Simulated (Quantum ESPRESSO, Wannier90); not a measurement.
**Tight-binding from DFT: NbAs (I4₁md)**

```xyz
4
Lattice="0.0000 -3.4665 0.0000 3.4665 0.0000 0.0000 -1.7333 1.7333 5.9050" Properties=species:S:1:pos:R:3 pbc="T T T"
Nb     1.7333    -1.7333    -0.0033
Nb    -1.7333     0.0000     2.9492
As     0.0000     0.0000    -0.9769
As     0.0000     1.7333     1.9756
```

Materials Project entry mp-2059; symmetrised, unrelaxed at this level. COD (Crystallography Open Database) has an entry of this formula and space group (matched by these alone). Computed values, not measurements, from PBEsol: Quantum ESPRESSO (norm-conserving PseudoDojo potentials, cutoff 68 Ry, spinors with spin-orbit coupling) on a Γ-centred 4×4×4 mesh, then Wannier90. Density: 10×10×10 mesh, cold smearing 0.01 Ry.

A tight-binding model is made by disentanglement and projection with no localisation steps (num_iter = 0), so the 52 orbitals stay atom-like: hydrogen-like Nb: s;p;d; As: s;p, axes along x, y, z; frozen window up to 1.50 eV relative to the Fermi level. It follows pw.x to 15 meV rms for states up to 1.0 eV relative to the Fermi level. Matrix elements depend on this choice of orbitals and windows.

The 20 largest hoppings ⟨m,0|H|n,R⟩ between different sites (one of each Hermitian pair; signs follow the real orbitals' lobes; the list may end inside a set of equal values):

```tsv
m	n	R	distance of the centres (Å)	t (eV)	Im t (eV)
Nb2 pz↑	As3 py↑	0 0 1	2.74	1.648	0.000
Nb2 pz↓	As3 py↓	0 0 1	2.74	1.648	0.000
Nb1 pz↑	As4 px↑	1 0 0	2.74	-1.648	0.000
Nb1 pz↓	As4 px↓	1 0 0	2.74	-1.648	0.000
Nb2 pz↑	As3 py↑	1 0 1	2.74	-1.648	0.000
Nb2 pz↓	As3 py↓	1 0 1	2.74	-1.648	0.000
Nb1 pz↑	As4 px↑	1 1 0	2.74	1.648	0.000
Nb1 pz↓	As4 px↓	1 1 0	2.74	1.648	0.000
Nb2 s↑	As3 pz↑	0 0 1	2.72	1.599	0.000
Nb2 s↓	As3 pz↓	0 0 1	2.72	1.599	0.000
Nb1 s↑	As4 pz↑	1 0 0	2.72	1.599	0.000
Nb1 s↓	As4 pz↓	1 0 0	2.72	1.599	0.000
Nb2 s↑	As3 pz↑	1 0 1	2.72	1.599	0.000
Nb2 s↓	As3 pz↓	1 0 1	2.72	1.599	0.000
Nb1 s↑	As4 pz↑	1 1 0	2.72	1.599	0.000
Nb1 s↓	As4 pz↓	1 1 0	2.72	1.599	0.000
Nb2 py↑	As3 pz↑	0 0 1	2.70	1.590	0.000
Nb2 py↓	As3 pz↓	0 0 1	2.70	1.590	0.000
Nb1 px↑	As4 pz↑	1 0 0	2.70	-1.590	0.000
Nb1 px↓	As4 pz↓	1 0 0	2.70	-1.590	0.000
```
